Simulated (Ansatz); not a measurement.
Values for one crystal, relaxed and computed with plane-wave PAW r²SCAN (Ansatz code); other levels are named.

| Item | Result |
|---|---|
| Volume per atom | 15.98 Å³ |
| Electronic character | metallic (no gap) |
| Density of states at the Fermi level | 1.1 states/eV per atom (mean over ±0.08 eV) |
| Pressure derivative B′ | 4.0 |
| Gap with spin–orbit coupling | none (metallic) |
| Bulk modulus (Birch–Murnaghan fit) | 239 GPa |

Q: Pick the material that matches.
(A) Mo, hcp (Mg type)
(B) Cu, diamond
(C) Sm, simple cubic
(D) Ti, diamond

A: A, Mo, hcp (Mg type)

Space group P6_3/mmc (hcp (Mg type)). The start of the workflow was typed in or built on a structure type; the Crystallography Open Database copy checked does not list it. It is not the phase usual at ambient conditions (space group No. 229). Symmetry was held in the r²SCAN relaxation; its stability against distortions is not shown here. The run is not spin-polarised. Scalar-relativistic: spin–orbit coupling is off unless named, which matters more the heavier the elements.

Potentials: the later of the program's two PAW sets.
